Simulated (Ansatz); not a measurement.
**Ansatz 0.2.0, settings compared: ScSi₂**

Launch command:

```bash
ansatz run input.yaml --threads 1 --pin off --max-ram 2560MiB --backend cpu --events-out ev --progress --plain --runs-dir out
```

The input file (Ansatz 0.2.0, plane waves):

```yaml
crystal:
  lattice:
    - [3.71013511, 0.0, 0.0]
    - [-1.85506755, 3.21307629, 0.0]
    - [0.0, 0.0, 3.92998746]
  atoms:
    - { symbol: Sc, position: [0.0, 0.0, 0.0] }
    - { symbol: Si, position: [0.3333, 0.6667, 0.5] }
    - { symbol: Si, position: [0.6666, 0.3333, 0.5] }
  symmetry: { tolerance: 0.0003 }
kpoints:
  mp_grid: { grid: [6, 6, 5], shift: [0, 0, 0] }
magnetization:
  spin_polarized: false
scf:
  occupations: { method: fermi_dirac, width: 0.0122 }
hamiltonian:
  pseudopotentials: { kind: paw }
  xc: r2scan
basis:
  ecutwfc: 500
output:
  forces: true
  stress: true
  eigenvalues: true
```

Origin of the cell: a database entry, scaled a little.

Output of this run (shortened):

```
Warning: the atoms were moved onto the symmetric positions of the space group found under crystal.symmetry.tolerance 3.0e-4 (fractional; no operation is sought that the atoms, as they stand i […]
Pseudopotentials: kind: paw
Pseudopotential: Sc, paw, valence charge 11, recommended cutoff 500 eV (meta_gga), Sc.paw.azcp
Pseudopotential: Si, paw, valence charge 4, recommended cutoff 500 eV (meta_gga), Si.paw.azcp
Functional definition: r2SCAN
  exchange = r2scan_x(k0 = k0, k1 = k1, a1 = a1)
  correlation = r2scan_c
Crystal: 3 atoms, lattice volume = 46.849 Å³
Basis set: ecut = 500 eV, 1203 PW (Γ), exchange–correlation on 120×120×120 points (64 copies of the dense FFT grid, shifted against one another)
Bands: 14, of which v1, the nominal top of the filled ones, is band 10 counted from 1 (9 counted from 0)
Symmetry: 24 space group operations
[… 8 lines left out …]
Initial density: superposition of atomic densities (neutral atoms: chi_scale 0, normalization atom), corrected by the library's trained network
Functional: x = r2scan, c = r2scan; τ floored in thin density (d = 2e-4 eV/Å³)
SCF iter   1: F=—  HF=-3419.279137 eV  Δρ=8.52e-3  dr2=3.56e-2  dr2_τ=3.58e-2
SCF iter   2: F=—  HF=-3419.335415 eV  Δρ=4.28e-3  dr2=1.19e-2  dr2_τ=1.13e-3  defer=7
SCF iter   3: F=—  HF=-3419.333172 eV  Δρ=2.23e-3  dr2=1.49e-3  dr2_τ=4.87e-5  defer=7
SCF iter   4: F=—  HF=-3419.333603 eV  Δρ=5.16e-4  dr2=9.08e-5  dr2_τ=1.11e-5  defer=7
SCF iter   5: F=—  HF=-3419.333632 eV  Δρ=7.59e-5  dr2=3.53e-6  dr2_τ=1.54e-7  defer=7
SCF iter   6: F=-3419.333632 eV  HF=-3419.333632 eV  Δρ=1.58e-5  dr2=9.09e-8  dr2_τ=5.03e-9
SCF 1 converged in 6 iterations: F = -3419.333632 eV  dr2 = 9.09e-8
SCF converged after 6 iterations
Free energy (F): -3419.333632 eV
Harris-Foulkes:  -3419.333632 eV  (|F-HF|=4.38e-8)
Internal energy: -3419.331322 eV  (E = F + TS)
E sigma→0 (E₀):  -3419.332477 eV
Entropy (-TS):   -0.002310 eV (-0.770 meV/atom)
Fermi energy:    12.349273 eV
--- Per-component energies (eV) ---
  E_band       = -115.488035
  E_kinetic    = 354.568885
  E_local      = -857.072888  (includes V_loc(G=0)·N_el)
  E_nonlocal   = 134.040968
  E_hartree    = 308.366557
  E_xc         = -209.179964
  E_vxc        = -249.706775  (∫ρ·V_xc dr)
  E_paw        = -2004.041142  (= ΣΔE_a)
  E_vpaw       = -127.729701  (= ΣTr[D̂ρ^β])
  E_aug_tail   = 0.000014  (compensation charges beyond the density's cutoff)
  E_vtau       = 13.672771  (kinetic-family band-sum trace: ∫τ·v_τ [+ j·A + Jᵃ·Aᵃ] dr)
  E_ewald      = -1145.622394
  E_core_change = -0.391358  (= ΣΔE_core)
  E_smearing   = -0.002310  (= −TS)
  Σ components = -3419.333632   (vs F -3419.333632, Δ=0.00e0)
--- Forces (eV/Å), atoms counted from 1 ---
  atom   1  Sc    -0.000000     0.000000     0.000000
  atom   2  Si     0.000000     0.000000     0.000000
  atom   3  Si    -0.000000    -0.000000     0.000000
  max |Σ_I F_I| component: 9.25e-18 eV/Å
--- Stress (GPa, compression-positive) ---
       26.441002      -0.000000       0.000000
       -0.000000      26.441002       0.000000
        0.000000       0.000000      -2.532972
  P = ⅓ Tr σ = 16.7830 GPa (167.830 kbar)
```

The same input was run again with these changes:

1. `accuracy` default → low; `basis.ecutrho_ratio` default → 12
2. `scf.algorithm` default → density_mixing; `scf.n_extra_bands` default → 8
3. `kpoints.mp_grid.grid` [6, 6, 5] → [8, 8, 6]
4. `scf.occupations.method` fermi_dirac → gaussian; `scf.occupations.width` 0.0122 → 0.025; `scf.eigensolver.kind` default → davidson; `scf.convergence.dr2_threshold` default → 0.0001

```json
{"run": "base", "end": "converged", "SCF iterations": "6", "P (GPa)": "16.78", "max force component (eV/Å)": "0.000", "moment (μB)": "–", "ΔE(σ→0) (meV/atom)": "0"}
{"run": "1", "end": "converged", "SCF iterations": "6", "P (GPa)": "16.78", "max force component (eV/Å)": "0.000", "moment (μB)": "–", "ΔE(σ→0) (meV/atom)": "0.00"}
{"run": "2", "end": "converged", "SCF iterations": "7", "P (GPa)": "16.78", "max force component (eV/Å)": "0.000", "moment (μB)": "–", "ΔE(σ→0) (meV/atom)": "0.00"}
{"run": "3", "end": "converged", "SCF iterations": "6", "P (GPa)": "16.48", "max force component (eV/Å)": "0.000", "moment (μB)": "–", "ΔE(σ→0) (meV/atom)": "8.01"}
{"run": "4", "end": "converged", "SCF iterations": "6", "P (GPa)": "16.78", "max force component (eV/Å)": "0.000", "moment (μB)": "–", "ΔE(σ→0) (meV/atom)": "0.06"}
```

Energies are compared only where functional, datasets, charge and starting cell are the same.

Caveats of the base run: no moments, though an odd count or open d shells may carry them; the k mesh is coarse if the cell is a metal.

Run 4: the SCF threshold is loose for forces.

Time of the base run: 2.2 s on 1 thread of Intel(R) Xeon(R) Platinum 8488C (Sapphire Rapids) (shared host), peak memory 0.48 GiB, from the program's own first density.
